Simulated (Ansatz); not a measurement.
With the program Ansatz at the PBE level (PAW), NbAlB in the orthorhombic phase (Cmcm; Al on 4c, B on 4c, Nb on 4c) relaxes to a = 3.346 Å, b = 14.702 Å, c = 3.113 Å. Against the elements it lies at -0.54 eV/atom, with no fitted shifts.

Electronic character: metallic (no gap).

The start of the workflow was typed in or built on a structure type; neither database checked (COD, Materials Project) lists it. Its standing as an ambient phase is unchecked. The PBE relaxation kept the symmetry of its start; whether a distortion lowers the energy is not shown. No spin polarisation was allowed. The references are the lowest solids computed at this level, not always the standard phases. Scalar-relativistic: spin–orbit coupling is off unless named, which matters more the heavier the elements.

Potentials: the earlier of the program's two PAW sets.
